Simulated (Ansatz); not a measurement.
AlInN2 (chalcopyrite, space group No. 122), plane-wave PAW PBE (Ansatz code), all energies at zero smearing, with the estimated change up to a 700 eV cutoff added, with one set of potentials and settings (totals compare only within such a set). Cell of 8 atoms (2 Al, 2 In, 4 N): -13811.494 eV.

| element | reference phase | E (eV/atom) |
|---|---|---|
| Al | Fm-3m, 1 atoms in the cell | -537.5049 |
| In | I4/mmm, 1 atoms in the cell | -5597.8481 |
| N | Pa-3, 8 atoms in the cell | -384.0325 |

Formation energy per atom, worked out: (-13811.494 − 2×(-537.5049) − 2×(-5597.8481) − 4×(-384.0325))/8 = -0.582 eV/atom (-56 kJ per mol of atoms), at 0 K, without zero-point energy or fitted corrections.

Space group I-42d (chalcopyrite). The first step of the workflow began from a Materials Project structure, measured or hypothetical; the Crystallography Open Database copy checked does not list it. Its standing as an ambient phase is unchecked. The cell was relaxed with PBE under the symmetry of its start; whether a distortion lowers the energy is not shown. The references are the lowest solids computed at this level, not always the standard phases (solids in place of the gases).

Potentials: the later of the program's two PAW sets.
